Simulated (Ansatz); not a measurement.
BiSe2:
```
BiSe2
1.0
    8.37666     2.08535     0.00000
   -8.37666     2.08535     0.00000
   -7.38572     0.00000     9.67096
Bi Se
4 8
Cartesian
  2.63315   2.08535   0.89149
-10.01887   2.08535   8.77948
 -6.31415   2.08535   5.81996
 -1.07156   2.08535   3.85101
-14.72017   2.08535   9.10374
  7.33446   2.08535   0.56722
  3.58973   2.08535   4.39877
-10.97545   2.08535   5.27220
 -3.58174   2.08535   8.10625
 -3.80398   2.08535   1.56471
 -7.41519   2.08535   3.33131
  0.02947   2.08535   6.33965
```

Relaxed with r²SCAN+D4.

Task: Which orbitals make up the states near the band edges in r²SCAN+D4 (plane waves, PAW; program Ansatz)?

Result: Top 1 eV of the valence band: Se 4p 88 %, Bi 6p 6 %. Bottom 1 eV of the conduction band: Bi 6p 44 %, Se 4p 44 %, Se 4s 7 %. Projections are on Löwdin-orthogonalised atomic valence shells; empty p or d shells of many metals are not among them.

Task: Tabulate the density of states.

Result: States/eV per cell of 12 atoms, in 0.25 eV bins, energy from the valence-band maximum.

```csv
E (eV),total,Se 4p,Bi 6p,Se 4s
-7.86,0.00,0.00,0.00,0.00
-7.61,0.00,0.00,0.00,0.00
-7.36,0.00,0.00,0.00,0.00
-7.11,0.00,0.00,0.00,0.00
-6.86,0.00,0.00,0.00,0.00
-6.61,0.00,0.00,0.00,0.00
-6.36,0.00,0.00,0.00,0.00
-6.11,0.00,0.00,0.00,0.00
-5.86,0.00,0.00,0.00,0.00
-5.61,0.06,0.04,0.02,0.00
-5.36,2.91,2.13,0.72,0.04
-5.11,7.42,5.41,1.79,0.13
-4.86,7.10,5.01,1.80,0.18
-4.61,6.40,4.46,1.62,0.18
-4.36,8.84,6.40,2.06,0.23
-4.11,7.78,5.60,1.83,0.20
-3.86,8.38,5.93,2.11,0.22
-3.61,7.72,5.43,1.96,0.21
-3.36,8.26,5.70,2.15,0.25
-3.11,9.16,6.29,2.38,0.26
-2.86,9.78,6.77,2.44,0.29
-2.61,9.03,6.28,2.20,0.26
-2.36,9.42,6.66,2.18,0.24
-2.11,9.32,7.19,1.59,0.17
-1.86,10.35,8.46,1.31,0.14
-1.61,10.82,9.23,1.06,0.10
-1.36,9.62,8.40,0.81,0.09
-1.11,8.75,7.68,0.56,0.10
-0.86,10.19,8.89,0.69,0.12
-0.61,8.97,7.88,0.55,0.09
-0.36,5.25,4.57,0.31,0.05
-0.11,0.47,0.43,0.02,0.00
0.14,0.00,0.00,0.00,0.00
0.39,0.00,0.00,0.00,0.00
0.64,0.00,0.00,0.00,0.00
0.89,0.00,0.00,0.00,0.00
1.14,1.67,0.61,0.82,0.16
1.39,4.65,1.86,2.16,0.40
1.64,6.42,2.88,2.75,0.47
1.89,5.72,2.69,2.38,0.33
2.14,7.03,2.93,3.36,0.32
2.39,9.57,3.75,4.89,0.31
2.64,12.17,4.81,6.27,0.29
2.89,11.21,4.51,5.66,0.24
3.14,11.66,4.87,5.78,0.20
3.39,11.71,4.90,5.83,0.18
3.64,9.81,3.98,4.82,0.17
3.89,7.96,3.31,3.82,0.15
4.14,7.36,2.84,3.74,0.15
4.39,3.54,1.39,1.80,0.06
4.64,1.43,0.59,0.71,0.02
4.89,0.10,0.03,0.04,0.00
5.14,0.37,0.02,0.01,0.00
5.39,0.88,0.04,0.03,0.00
5.64,1.21,0.05,0.03,0.00
5.89,1.60,0.06,0.04,0.00
```

Space group C2/m. The workflow started from a Materials Project entry (that database holds measured and hypothetical structures alike); the Crystallography Open Database copy checked does not list it. Its standing as an ambient phase is unchecked. The cell was relaxed with r²SCAN+D4 under the symmetry of its start; its stability against distortions is not shown here. Scalar-relativistic: spin–orbit coupling is off unless named, which matters more the heavier the elements.

Potentials: the later of the program's two PAW sets.
